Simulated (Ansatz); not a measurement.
Cr:
```cif
data_Cr2
_chemical_formula_sum 'Cr2'
_space_group_name_H-M_alt 'P 1'
_space_group_IT_number 1
_cell_length_a 2.94549
_cell_length_b 2.94549
_cell_length_c 2.94549
_cell_angle_alpha 90.000
_cell_angle_beta 90.000
_cell_angle_gamma 90.000
loop_
_space_group_symop_operation_xyz
  'x, y, z'
loop_
_atom_site_label
_atom_site_type_symbol
_atom_site_fract_x
_atom_site_fract_y
_atom_site_fract_z
_atom_site_occupancy
Cr1 Cr 0.00000 0.00000 0.00000 1
Cr2 Cr 0.50000 0.50000 0.50000 1
```
Starting moments (μB, in the order of the atoms Cr Cr): 2.7 -2.7.

Relaxed with r²SCAN+D4 (plane waves, PAW; program Ansatz). Indices refer to the conventional cell of Im-3m, a = b = c = 2.9455 Å, α = β = γ = 90.00°.

Q: Simulate the powder diffraction pattern (Co Kα, λ = 1.79026 Å; lines above 1 %) up to 2θ = 90°.

A: Simulated powder pattern, Co Kα, λ = 1.79026 Å (kinematic, ideal powder, no thermal factors, no anomalous dispersion; the 30 strongest lines at most, above 1 %, up to 2θ = 90°):

| 2θ (°) | d (Å) | I/Imax (%) | hkl |
|---|---|---|---|
| 50.91 | 2.083 | 100 | (110) |
| 74.86 | 1.473 | 14 | (200) |

The r²SCAN+D4 relaxation kept the symmetry of its start, as lowered by the spin order. Magnetic state: antiferromagnetic, chosen from 3 collinear starts compared on coarse meshes (ties went to the first, and starts can fall back to one state), not a proven ground state. Textbook magnetic order: a spin-density-wave antiferromagnet. Other orbital occupations within this spin state were not tried. For itinerant 3d metals, meta-GGAs of the SCAN family and hybrids are commonly reported to give too large moments. The pairwise dispersion correction was not fitted to metals. Point labels and valley counts follow the cell and symmetry of the run, lower than the named group.

Potentials: the later of the program's two PAW sets.
